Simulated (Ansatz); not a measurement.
## HfSi$_{2}$N$_{2}$: computed properties

Theory: DFT PBE, scalar-relativistic, plane waves, PAW (Ansatz).

Settings: cutoff 420 eV, Γ-centred mesh 12×12×14 on the computed 5-atom cell, Gaussian smearing of 0.10 eV; no spin polarisation.

The structure is relaxed at this level of theory with its symmetry kept, and needn't be the ground state of this composition.

```
CELL_PARAMETERS angstrom
1.54330 -8.02393 0.00000
1.54330 8.02393 0.00000
0.00000 0.00000 2.95411
ATOMIC_POSITIONS crystal
Hf 0.00000 0.00000 0.00000
Si 0.19185 0.80815 0.00000
Si 0.80815 0.19185 0.00000
N 0.45340 0.54660 0.50000
N 0.54660 0.45340 0.50000
```

- Space group: Cmmm (No. 65)
- Volume per atom: 98.7 bohr³
- Formation energy from the elements' standard states (uncorrected): +0.151 eV/atom
- Kohn–Sham band gap: none (metal)
- Density of states at the Fermi level: 2.4 states/eV per cell
- Orbital (Löwdin) character within 0.5 eV of the Fermi level: Si 3p 44 %, N 2p 33 %, Hf 5d 13 %
- Bader charge by site (e): Hf (1 in the cell) 2.10, Si (2 in the cell) 0.01, N (2 in the cell) -1.06

Spin-orbit coupling is left out, which matters for the bands of heavy elements.

Another cell of HfSi2N2 relaxed alike, in P-3m1, lies 0.46 eV/atom lower, so this cell isn't the stable form at this level.

The cell was found from a structure generator's guess, not taken from experiment. Löwdin shares on free-atom orbitals overweight diffuse shells.
